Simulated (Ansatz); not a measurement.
Rb (bcc (W type), space group No. 229) under volume change, plane-wave PAW PBE (Ansatz code), scaled uniformly.

```tsv
V (Å³/atom)	E − E(relaxed) (meV/atom)	P (GPa)
82.979	7.6	0.32
85.714	3.3	0.20
88.450	[?]	[?]
91.185	0.0	0.00
93.921	[?]	[?]
96.657	2.5	-0.14
99.392	5.5	-0.20
```

Task: What belongs in the gaps?

Result: 
- 93.921, E − E(relaxed) (meV/atom): 0.6
- 93.921, P (GPa): -0.08
- 88.450, E − E(relaxed) (meV/atom): 0.8
- 88.450, P (GPa): 0.09

Task: What does a third-order Birch–Murnaghan fit give for V₀, B₀ and B′?

Result: V₀ = 91.28 Å³/atom, B₀ = 2.8 GPa, B′ = 3.8.

Space group Im-3m (bcc (W type)). Symmetry was held in the PBE relaxation. Scalar-relativistic: spin–orbit coupling is off unless named, which matters more the heavier the elements.

Potentials: the later of the program's two PAW sets.
